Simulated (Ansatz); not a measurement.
CaZn2Sb2 in space group P-3m1 (No. 164; Zn on 2d, Ca on 1a, Sb on 2d), PBE in the plane-wave PAW code Ansatz, all energies at zero smearing, with the estimated change up to a 700 eV cutoff added, with one set of potentials and settings (totals compare only within such a set). Cell of 5 atoms (2 Zn, 1 Ca, 2 Sb): -21426.169 eV.

```
element             reference phase  E (eV/atom)
-------  --------------------------  -----------
Zn        C2/m, 3 atoms in the cell   -3319.0295
Ca       Fm-3m, 1 atoms in the cell   -1816.8597
Sb        R-3m, 2 atoms in the cell   -6484.4916
```

Formation energy per atom, worked out: (-21426.169 − 2×(-3319.0295) − 1×(-1816.8597) − 2×(-6484.4916))/5 = -0.453 eV/atom (-44 kJ per mol of atoms), at 0 K, without zero-point energy or fitted corrections.

The workflow started from an entry of the Crystallography Open Database (COD). Whether it is the stable phase at ambient conditions was not checked. The cell was relaxed with PBE under the symmetry of its start; whether a distortion lowers the energy is not shown. The references are the lowest solids computed at this level, not always the standard phases. Spin–orbit coupling is left out wherever it is not named.

Potentials: the later of the program's two PAW sets.
